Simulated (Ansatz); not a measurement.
Al₂W (Fddd), relaxed with r²SCAN (Ansatz, a first-principles code, plane waves, PAW): a = 4.929 Å, b = 8.288 Å, c = 8.901 Å, α = 90.00°, β = 90.00°, γ = 90.00°.

```
Property              Value
--------------------  -----
ΔH_f (eV/atom)        -0.07
B₀ by P(V) fit (GPa)    171
```

**Question.** The same phase is relaxed and computed with PBEsol in the same code. What are the cell and these values now?

**Answer.** a = 4.921 Å, b = 8.273 Å, c = 8.891 Å, α = β = γ = 90.00°.

ΔH_f (eV/atom): -0.05
B₀ by P(V) fit (GPa): 167

Typed or built starts, not in the databases checked: Al2W, Fddd (Al on 16f, W on 8b). All cells were relaxed under the symmetry of their starts (and spin orders); stability against distortions was not tested throughout. Rows with no word on spin ran without spin polarisation. Spin–orbit coupling is left out wherever it is not named.

Potentials: the later of the program's two PAW sets.

Ansatz is a plane-wave DFT program.

Formation energies count from the lowest solids of the elements computed at the same level, not from gases.
